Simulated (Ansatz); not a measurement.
Relaxed-ion elastic tensor of CuIr2S4 (spinel, Fd-3m) in GPa (Voigt order), DFT-PBEsol in the program Ansatz with PAW potentials; density 8.18 g/cm³, 16.71 Å³ per atom.

```
 195  96.5  96.5   0.0   0.0   0.0
96.5   195  96.5   0.0   0.0   0.0
96.5  96.5   195   0.0   0.0   0.0
 0.0   0.0   0.0  47.0   0.0   0.0
 0.0   0.0   0.0   0.0  47.0   0.0
 0.0   0.0   0.0   0.0   0.0  47.0
```

### Question
Is the crystal mechanically stable?

### Answer
Yes: the smallest eigenvalue of C is 47.0 GPa.

### Question
Work out the Voigt, Reuss and Hill averages.

### Answer
K_V = 129, K_R = 129, K_H = 129; G_V = 47.8, G_R = 47.8, G_H = 47.8 GPa.

### Question
Give Young's modulus, Poisson's ratio, Pugh's ratio and the universal anisotropy index.

### Answer
E = 9KG/(3K + G) = 128 GPa; ν = 0.34; K/G = 2.70 (ductile by the Pugh limit of 1.75); A_U = 5G_V/G_R + K_V/K_R − 6 = 0.00.

### Question
Estimate the sound speeds and the Debye temperature.

### Answer
v_l = √((K + 4G/3)/ρ) = 4860 m/s, v_t = √(G/ρ) = 2420 m/s, mean 2710 m/s; Θ = (h/k)(3n/4πV)^(1/3) v_m = 316 K.

### Question
Give the Zener ratio and Young's modulus along [100], [110] and [111].

### Answer
A = 2C44/(C11 − C12) = 0.96; 1/E = S11 − 2(S11 − S12 − S44/2)Γ with Γ = 0, 1/4, 1/3 gives 131, 127, 126 GPa.

### Question
Solve the Christoffel equation for the three sound speeds along [100], [110], [111].

### Answer
Eigenvalues of C_ijkl n_j n_l equal ρv². In km/s, slowest first: [100] 2.40, 2.40, 4.88; [110] 2.40, 2.45, 4.85; [111] 2.43, 2.43, 4.84.

The first step of the workflow began from a Materials Project structure, measured or hypothetical; the Crystallography Open Database files this formula in space group No. 227, but the cells were not matched. Its standing as an ambient phase is unchecked. The cell was relaxed with PBEsol under the symmetry of its start; its stability against distortions is not shown here. No spin polarisation was allowed. As this level gives no gap, shear constants depend on the k-mesh and smearing (Fermi–Dirac, 0.1 eV here). Spin–orbit coupling is left out wherever it is not named.

Potentials: the later of the program's two PAW sets.
